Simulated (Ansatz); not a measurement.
**GaN in Ansatz, settings compared**

The input file (Ansatz 0.2.0, plane waves):

```yaml
crystal:
  lattice:
    - [3.121551, 0.0, 0.0]
    - [-1.560776, 2.703347, 0.0]
    - [0.0, 0.0, 5.085172]
  atoms:
    - { symbol: Ga, position: [0.6667, 0.3333, 0.0] }
    - { symbol: Ga, position: [0.3334, 0.6667, 0.5] }
    - { symbol: "N", position: [0.6667, 0.3333, 0.377] }
    - { symbol: "N", position: [0.3334, 0.6667, 0.877] }
  symmetry: { tolerance: 0.0003 }
kpoints:
  mp_grid: { grid: [7, 7, 4], shift: [0, 0, 0] }
magnetization:
  spin_polarized: false
scf:
  occupations: { method: tetrahedron }
hamiltonian:
  pseudopotentials: { kind: paw }
  xc: r2scan
basis:
  ecutwfc: 500
output:
  forces: true
  stress: true
  eigenvalues: true
  write_density: true
  write_potential: true
  elf: true
  volumetric_format: npy
```

Run with:

```bash
ansatz run input.yaml --threads 1 --pin off --max-ram 2560MiB --backend cpu --events-out ev --progress --plain --runs-dir out
```

Origin of the cell: a database entry, scaled a little.

Output of this run (shortened):

```
SCF iter   1: F=—  HF=-8352.600018 eV  Δρ=1.28e-2  dr2=2.70e-2  dr2_τ=2.31e-1
SCF iter   2: F=—  HF=-8352.674872 eV  Δρ=6.11e-3  dr2=9.83e-3  dr2_τ=3.42e-4
SCF iter   3: F=—  HF=-8352.674223 eV  Δρ=3.85e-3  dr2=2.78e-3  dr2_τ=8.91e-5
SCF iter   4: F=—  HF=-8352.674237 eV  Δρ=7.47e-4  dr2=1.55e-4  dr2_τ=1.05e-5
SCF iter   5: F=—  HF=-8352.674225 eV  Δρ=1.56e-4  dr2=5.95e-6  dr2_τ=8.53e-7
SCF iter   6: F=—  HF=-8352.674225 eV  Δρ=6.90e-5  dr2=2.10e-6  dr2_τ=1.03e-7
SCF iter   7: F=-8352.674225 eV  HF=-8352.674225 eV  Δρ=1.33e-5  dr2=6.83e-8  dr2_τ=5.99e-10
SCF 1 converged in 7 iterations: F = -8352.674225 eV  dr2 = 6.83e-8
SCF converged after 7 iterations
Stability not checked: this state was not tested for a lower state beside it, because cold or Methfessel-Paxton smearing, or corrected tetrahedra, fill the levels in a way that the test cannot read (fill_not_monotonic; […]
Free energy (F): -8352.674225 eV
Harris-Foulkes:  -8352.674225 eV  (|F-HF|=2.05e-8)
Internal energy: -8352.674225 eV  (E = F + TS)
E sigma→0 (E₀):  -8352.674225 eV
Fermi energy:    10.402525 eV
--- Per-component energies (eV) ---
  E_band       = -0.532425
  E_kinetic    = 499.572514
  E_local      = -3812.340773  (includes V_loc(G=0)·N_el)
  E_nonlocal   = 953.369224
  E_hartree    = 1768.406265
  E_xc         = -245.514313
  E_vxc        = -289.976729  (∫ρ·V_xc dr)
  E_paw        = -4274.354031  (= ΣΔE_a)
  E_vpaw       = -903.735835  (= ΣTr[D̂ρ^β])
  E_aug_tail   = -0.000038  (compensation charges beyond the density's cutoff)
  E_vtau       = 15.774777  (kinetic-family band-sum trace: ∫τ·v_τ [+ j·A + Jᵃ·Aᵃ] dr)
  E_ewald      = -3240.447805
  E_core_change = -1.365269  (= ΣΔE_core)
  E_smearing   = -0.000000  (= −TS)
  Σ components = -8352.674225   (vs F -8352.674225, Δ=0.00e0)
--- Forces (eV/Å), atoms counted from 1 ---
  atom   1  Ga     0.000000     0.000000     0.032798
  atom   2  Ga    -0.000000    -0.000000     0.032798
  atom   3  N     -0.000000     0.000000    -0.032808
  atom   4  N     -0.000000    -0.000000    -0.032808
  max |Σ_I F_I| component: 1.99e-5 eV/Å
--- Stress (GPa, compression-positive) ---
       13.142704       0.000000       0.000000
        0.000000      13.142704       0.000000
        0.000000       0.000000      12.677958
  P = ⅓ Tr σ = 12.9878 GPa (129.878 kbar)
```

The same input was run again with these changes:

1. `basis.ecutrho_ratio` default → 6; `scf.convergence.dr2_threshold` default → 1.0e-05; `accuracy` default → low
2. `kpoints.mp_grid.grid` [7, 7, 4] → [10, 10, 6]
3. `hamiltonian.pseudopotentials` { kind: paw } → { kind: paw, source: jth }
4. `scf.convergence.dr2_threshold` default → 0.0001

| run | end | SCF iterations | P (GPa) | max force component (eV/Å) | moment (μB) | ΔE(σ→0) (meV/atom) |
| --- | --- | --- | --- | --- | --- | --- |
| base | converged | 7 | 12.99 | 0.033 | – | 0 |
| 1 | converged | 5 | 12.99 | 0.033 | – | 0.00 |
| 2 | converged | 8 | 13.00 | 0.033 | – | -0.25 |
| 3 | converged | 8 | 12.76 | 0.037 | – | – |
| 4 | converged | 5 | 12.99 | 0.033 | – | 0.00 |

Energies are compared only where functional, datasets, charge and starting cell are the same.

Caveats of the base run: forces and stress under tetrahedra may miss the slope of the energy.

Run 1: the SCF threshold is loose for forces.
Run 3: the cutoff lies below the datasets' advice.
Run 4: the SCF threshold is loose for forces.

The base run took 2.9 s on 1 thread of AMD EPYC 9R14 (Zen 4), on a shared host, peak memory 0.48 GiB, from the program's own first density.
